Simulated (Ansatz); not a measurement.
Li (bcc, W type)

```
CELL_PARAMETERS angstrom
     -3.47745     3.47745     3.47745
      1.73873    -1.73873     1.73873
      1.73873     1.73873    -1.73873
ATOMIC_POSITIONS crystal
  Li 0.00000 0.00000 0.00000
  Li 0.50000 0.00000 0.00000
```

A phonon eigenvector at N = (0.5, 0.0, 0.0) is frozen into this cell: atom i moves by Q times the vector below, so Q is the largest atomic displacement, in Å. The cell is held. (q is in reciprocal vectors of the primitive cell; the cell shown is doubled to hold the pattern.)

```
atom      x       y       z
----  -----  ------  ------
Li1   0.000   0.707  -0.707
Li2   0.000  -0.707   0.707
```

Method: r2SCAN (plane waves to 500 eV, PAW, scalar-relativistic; Ansatz, a program for electronic structure). k mesh 19×19×19 (Γ-centred), Fermi-Dirac smearing 0.05 eV. The energy includes the smearing's −TS. With partly filled bands, energies and forces of such displacements shift with the k mesh and the smearing. Li was relaxed with its symmetry unable to fall. The zero of ΔE is the undisplaced structure. The last digit holds for this mesh only.

```json
[
 {"Q (Å)": "-0.2800", "ΔE (meV/cell)": "9.61"},
 {"Q (Å)": "-0.2333", "ΔE (meV/cell)": "5.77"},
 {"Q (Å)": "-0.1867", "ΔE (meV/cell)": "3.17"},
 {"Q (Å)": "-0.1400", "ΔE (meV/cell)": "withheld"},
 {"Q (Å)": "-0.0933", "ΔE (meV/cell)": "0.59"},
 {"Q (Å)": "-0.0467", "ΔE (meV/cell)": "0.13"},
 {"Q (Å)": "0.0000", "ΔE (meV/cell)": "0.00"},
 {"Q (Å)": "0.0467", "ΔE (meV/cell)": "0.13"},
 {"Q (Å)": "0.0933", "ΔE (meV/cell)": "0.59"},
 {"Q (Å)": "0.1400", "ΔE (meV/cell)": "withheld"},
 {"Q (Å)": "0.1867", "ΔE (meV/cell)": "3.17"},
 {"Q (Å)": "0.2333", "ΔE (meV/cell)": "5.77"},
 {"Q (Å)": "0.2800", "ΔE (meV/cell)": "9.61"}
]
```

Fit an even polynomial form (powers 2, 4, 6) to the given rows and predict ΔE at Q = -0.1400.

Least squares on the 11 given rows: ΔE = (59.85)·Q² + (960.0)·Q⁴ + (-2041)·Q⁶, in meV/cell with Q in Å; root-mean-square residual 0.003 meV/cell. At -0.1400 the fit gives 1.53 meV/cell; the calculation gives 1.53 meV/cell, the same to the digits shown. The quadratic term alone would give 1.17 meV/cell.

(A displaced cell: forces are minus the slopes of the energy, force constants its curvatures, and phonons follow from these.)
